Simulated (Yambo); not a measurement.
Absorption of NaBaIrH6 (space group F-43m, No. 216) with and without the electron-hole interaction (Yambo, LDA bands; 6×6×6 mesh, 9 valence and 7 conduction bands, static screening with 65 bands and a 3 Ry block, scissor 1.38 eV, Tamm-Dancoff; field along x).

```csv
E (eV),"Im ε, BSE","Im ε, independent quasiparticles"
2.56,0.10,0.05
2.66,0.11,0.06
2.76,0.11,0.06
2.86,0.12,0.06
2.96,0.13,0.07
3.07,0.15,0.07
3.17,0.16,0.07
3.27,0.18,0.08
3.37,0.20,0.08
3.47,0.22,0.09
3.57,0.26,0.10
3.67,0.30,0.10
3.77,0.35,0.11
3.87,0.42,0.12
3.97,0.54,0.13
4.07,0.72,0.15
4.17,1.01,0.17
4.27,1.45,0.19
4.37,1.95,0.22
4.47,2.58,0.26
4.57,3.43,0.32
4.67,3.87,0.42
4.77,4.35,0.57
4.87,5.14,0.76
4.97,4.80,0.91
5.08,5.06,1.03
5.18,5.91,1.29
5.28,5.44,1.74
5.38,5.25,1.94
5.48,5.71,2.18
5.58,6.42,2.60
5.68,6.01,2.64
5.78,5.52,2.62
5.88,5.31,2.49
5.98,5.22,2.84
6.08,5.98,3.66
6.18,7.52,4.82
6.28,8.61,5.80
6.38,8.32,5.56
6.48,7.86,4.98
6.58,7.22,5.06
6.68,6.13,5.30
6.78,5.37,5.62
6.88,4.86,6.09
6.98,4.68,6.57
7.09,4.31,6.47
7.19,4.28,6.24
7.29,3.72,6.69
7.39,3.19,7.33
7.49,2.53,7.20
7.59,2.15,7.46
7.69,1.91,8.09
7.79,1.86,8.33
7.89,1.77,7.62
7.99,1.73,6.16
8.09,1.67,4.89
8.19,1.58,4.25
8.29,1.64,3.84
8.39,1.66,3.49
8.49,1.88,3.26
8.59,1.89,3.00
8.69,1.88,2.79
8.79,1.61,2.66
8.89,1.59,2.71
8.99,1.57,2.75
9.10,1.70,2.59
```

The scissor comes from a G0W0 run whose convergence isn't established. Broadening 0.15 eV. The band window holds all transitions up to 9.1 eV. Fine structure above the onset can come from the mesh.

Without spin-orbit coupling, band edges of such heavy elements can be off by tenths of an eV.

Geometry of the Materials Project entry, not relaxed at this level; primitive cell a = 5.547 Å, b = 5.547 Å, c = 5.547 Å, α = 60.00°, β = 60.00°, γ = 60.00°.

The structure is a Materials Project entry; no match was found in the copy of COD used, and its stability was not checked.
